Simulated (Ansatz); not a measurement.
CaZnC₂N₂: start and end of a relaxation

A trial structure of CaZnC₂N₂ was built thus: packed cyanide-bridged chains (P-1, No. 2). Lengths were set from tabulated atomic sizes, so they are only a guess.

POSCAR.start

```
Ca Zn C N
1.0
     4.29965    0.00000    0.00000
    -2.13711    3.74662    0.00000
    -0.31312   -1.21531   10.51940
Ca Zn C N
1 1 2 2
Direct
  0.00000 0.00000 0.50000
  0.00000 0.00000 0.00000
  0.00000 0.00000 0.18095
  0.00000 0.00000 0.81905
  0.00000 0.00000 0.29139
  0.00000 0.00000 0.70861
```

Level of theory: DFT PBE, scalar-relativistic, plane waves, PAW (Ansatz 0.2.0). Cutoff 420 eV, Gaussian smearing, Γ-centred meshes. Cell and atoms relax first on a coarse mesh and then on a finer one. In between, the cell is made exact in the group found at 0.06 Å. In metals the finer mesh still leaves noise of several meV/atom or more. The steps can't lower the symmetry of their start. No spin polarisation in the relaxation; trial moments died out in a coarse test.

POSCAR.end

```
Ca Zn C N
1.0
     1.81741    1.04928    8.68014
    -1.81741    1.04928    8.68014
     0.00000   -2.09856    8.68014
Ca Zn C N
1 1 2 2
Direct
  0.50000 0.50000 0.50000
  0.00000 0.00000 0.00000
  0.07059 0.07059 0.07059
  0.92941 0.92941 0.92941
  0.11714 0.11714 0.11714
  0.88286 0.88286 0.88286
```

The symmetry goes from P-1 (No. 2) to R-3m (No. 166). The volume per atom shrinks by 41.4 %, from 28.2 to 16.6 Å³. The shortest distance goes from 1.17 Å (C–N) to 1.21 Å (C–N). The energy falls by about 0.31 eV/atom (the start's value is from the coarse mesh). The end is written in a standard setting, so origin, axes and order of atoms can differ from the start's.

| Property | Result |
| --- | --- |
| Volume per atom | 16.55 Å³ |
| Density | 2.63 g/cm³ |
| Energy over the elements | +0.02 eV/atom |
| Gap on the 12×12×12 mesh of the 6-atom cell | 0 eV (a metal) |

The zero of energy is the elements' standard structures at the same level (N₂ as a molecule); no fitted shifts are applied. The formation energy is too near zero to say whether this cell lies below the elements.

The last run used Gaussian smearing of 0.10 eV. For metals, differences of a few meV/atom aren't resolved. The reference form of C is held partly by dispersion forces, which this level lacks. Symmetry constrained the relaxation, so the result can be a saddle point. In all, the 3 runs took 7.3 min on 1 thread of Arm Neoverse V2, with other jobs on the host.
